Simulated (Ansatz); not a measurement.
ZrO2 (fluorite): values from a third-order Birch-Murnaghan fit to a volume scan beside measured ones. Computed values: PBE (plane waves to 420 eV, PAW, scalar-relativistic; Ansatz, an electronic-structure program). The PAW data are Ansatz's earlier set. This is a high-temperature form of ZrO2. ZrO2 is run without spin polarisation. ZrO2 was relaxed with its symmetry unable to fall.

```
quantity                reference                                                                                   kind
----------------------  ---------  -------------------------------------------------------------------------------------
Lattice constant a (Å)     5.0902                                                measured at or taken to low temperature
Bulk modulus B₀ (GPa)         248  measured, room temperature or unstated; yttria-stabilised, extrapolated to no yttrium
```

References as given in: Xinyuan Zhao, David Vanderbilt, Physical review. B, Condensed matter (2002), arXiv:cond-mat/0108491; Hyeondeok Shin, Anouar Benali, Ye Luo et al., Physical Review Materials (2018), arXiv:1708.09424. Values not taken to low temperature hold thermal and zero-point shifts that a static calculation lacks, so small differences there are no errors of the method.

### Question
What does PBE give, and how far is that from the reference?

### Answer
| quantity | PBE | difference |
|---|---|---|
| Lattice constant a (Å) | 5.116 | +0.5 % |
| Bulk modulus B₀ (GPa) | 236 | -4.9 % |

PBE overestimates the lattice constant a by 0.5 %.

(A scan under strain: stresses follow from slopes of the energy per volume, elastic moduli from its curvatures.)
